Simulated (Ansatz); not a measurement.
## Property card for BeS

BeS (rock salt, Fm-3m), a = b = c = 4.5896 Å, α = β = γ = 90.00°; the cell used has 2 atoms.

Space group Fm-3m (No. 225), rock salt; conventional cell a = b = c = 4.5896 Å, α = β = γ = 90.00°.

Method: DFT-PBEsol in the program Ansatz with PAW potentials. The cell and atoms are relaxed at this level. Other levels are named where they apply.

Cell and energy:

```
Quantity                                                      Result
-----------------------------------------------------  -------------
Volume per atom                                             12.08 Å³
Density                                                   2.82 g/cm³
Formation energy from the elements (no fitted shifts)  -0.61 eV/atom
```

Electronic structure:

```
Item                                                                        Value
----------------------------------------  ---------------------------------------
Band gap                                                       0.94 eV (indirect)
Valence-band maximum                      on the K–Γ line, 60 % of the way from K
Conduction-band minimum                               at X (3 equivalent valleys)
Smallest direct gap on the standard path                                  4.28 eV
Electron effective mass                     0.29, 0.29, 1.0 mₑ (principal values)
Hole effective mass                         0.19, 0.90, 1.1 mₑ (principal values)
HSE06 gap on the PBEsol cell                                              1.75 eV
```

Mechanics:

```
Quantity                                                                      Result
--------------------------------------------  --------------------------------------
Bulk modulus (Birch–Murnaghan fit)                                           114 GPa
Pressure derivative B′                                                           3.8
Elastic constants (relaxed ions, GPa)               C11 = 197, C12 = 72.3, C44 = 119
Mechanical stability                          stable (all eigenvalues of C positive)
Hill bulk and shear moduli                                          114 and 91.9 GPa
Young's modulus                                                              217 GPa
Poisson's ratio                                                                 0.18
Debye temperature from the elastic constants                                   816 K
```

Dielectric response:

```
Item                                                    Value
----------------------------------------  -------------------
Electronic dielectric constant ε∞ (DFPT)                 9.20
Born charges (a third of the trace)       S -2.84, Be +2.84 e
```

Phonons:

```
Property                                                   Result
-------------------------------  --------------------------------
Zone-centre stability            unstable, softest mode 185i cm⁻¹
Dynamical stability on the path       unstable, down to 185i cm⁻¹
```

The start of the workflow was typed in or built on a structure type; neither database checked (COD, Materials Project) lists it. COD files the formula under space group No. 216. Its standing as an ambient phase is unchecked. The PBEsol relaxation kept the symmetry of its start. The references are the lowest solids computed at this level, not always the standard phases.

Potentials: the earlier of the program's two PAW sets. The files were generated under PBE; for other functionals the program regenerates the frozen cores, and for LDA and PBEsol the local potential too.
